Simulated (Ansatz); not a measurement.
Is this Hf₃SnS₈ structure stable?

It was reached by relaxing an invented guess, and it needn't be the stable form of this composition.

These are results of DFT PBE, scalar-relativistic, plane waves, PAW in Ansatz 0.2.0, not measurements. Settings of the last relaxation (12-atom cell): 420 eV, 6×6×6 k points, Gaussian smearing of 0.01 eV, no spin polarisation.

```
Hf Sn S
1.0
     7.34982    0.00000    0.00000
    -3.67491    6.36513    0.00000
     0.00000    0.00000    6.89858
Hf Sn S
3 1 8
Direct
  0.00000 0.50000 0.00000
  0.50000 0.00000 0.00000
  0.50000 0.50000 0.00000
  0.00000 0.00000 0.00000
  0.16841 0.33682 0.21197
  0.16841 0.83159 0.21197
  0.66667 0.33333 0.20792
  0.66318 0.83159 0.21197
  0.33682 0.16841 0.78803
  0.33333 0.66667 0.79208
  0.83159 0.16841 0.78803
  0.83159 0.66318 0.78803
```

Energies over the elements count from the elements' standard structures at the same level, with no fitted energy shifts. The references include grey tin.

Problem. These tests were run: energy against the elements; elastic tensor. What do they show?

Solution.

```csv
test,result
energy against the elements,−1.234 eV/atom
elastic tensor,least eigenvalue 0 GPa
```

It fails none of these tests. Other phases of the system weren't compared here, so this isn't yet thermodynamic stability. Phonons away from Γ weren't computed.

No dispersion correction is applied, so the spacing and binding between layers, chains or molecules are poorly described. Spin–orbit coupling, which can matter for Hf, is left out. The reference form of S is held partly by dispersion forces, which this level lacks. The run for the elastic tensor used a 6×6×6 k mesh.
